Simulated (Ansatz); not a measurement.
## Vibrations of TePd (P6_3/mmc) by finite displacements

```
Te Pd
1.0
     4.15537    0.00000    0.00000
    -2.07768    3.59865    0.00000
     0.00000    0.00000    5.62013
Te Pd
2 2
Cartesian
  0.0000 2.3991 1.4050
  2.0777 1.1996 4.2151
  0.0000 0.0000 0.0000
  0.0000 0.0000 2.8101
```

Conventional cell: a = 4.155 Å, b = 4.155 Å, c = 5.620 Å, α = 90.00°, β = 90.00°, γ = 120.00°. Te (atom 1) has 6 Pd at 2.78 Å as nearest neighbours. Around Pd (atom 3) lie 6 Te at 2.78 Å and 2 Pd at 2.81 Å.

Unless marked otherwise, the numbers come from PBEsol, all-electron LAPW in Ansatz 0.2.0, scalar-relativistic. k mesh 8×8×6, Fermi-Dirac smearing of 0.050 eV, basis error target 1 meV/atom. The cell was relaxed by PAW under this functional.

Atoms are displaced by 0.01 Å in the primitive cell, which gives the zone-centre modes alone. Negative values stand for unstable modes.

Is the structure dynamically stable at these wave vectors?

Yes, no mode is unstable there; wave vectors off this mesh aren't tested.

How do the optical zone-centre modes decompose, and which are active?

Point group 6/mmm: Γ_opt = E2u + E2g + A2u + B1g + E1u + B2u.

```csv
label,cm⁻¹,activity,mostly
E2u,81.5,silent,Pd (100 %)
E2g,105.6,Raman,Te (100 %)
A2u,117.7,IR,Pd (55 %)
B1g,132.6,silent,Te (100 %)
E1u,134.6,IR,Pd (55 %)
B2u,182.3,silent,Pd (100 %)
```

In a metal the activity is that of symmetry alone; free carriers screen the infrared modes.

How well do frozen-core PAW files reproduce these all-electron values?

With a cutoff of 420 eV and displacements of 0.0025 Å, the r.m.s. difference over the modes is 0.1 cm⁻¹; the largest difference is 134.4 (PAW) against 134.6 cm⁻¹ (LAPW).

The cell is scaled evenly to 81.521 and 86.563 Å³ (from 84.042), with free atoms relaxed and the shape held, so these aren't the values under hydrostatic pressure. What are the mode Grüneisen parameters γ = −d ln ω/d ln V?

For the highest mode, 196.2 cm⁻¹ in the small cell and 169.2 in the large one give γ ≈ 2.47. From the change of the dynamical matrix on each mode:

```json
{"point": "Gamma", "cm⁻¹": "81.5", "γ": "3.23"}
{"point": "Gamma", "cm⁻¹": "105.6", "γ": "3.10"}
{"point": "Gamma", "cm⁻¹": "117.7", "γ": "2.46"}
{"point": "Gamma", "cm⁻¹": "132.6", "γ": "2.26"}
{"point": "Gamma", "cm⁻¹": "134.6", "γ": "3.21"}
{"point": "Gamma", "cm⁻¹": "182.3", "γ": "2.47"}
```

Known limits: responses of metals move with mesh and smearing; zone-boundary modes aren't tested; the frozen-core PAW files of the compared runs were fitted under PBE, their cores solved anew for this functional.
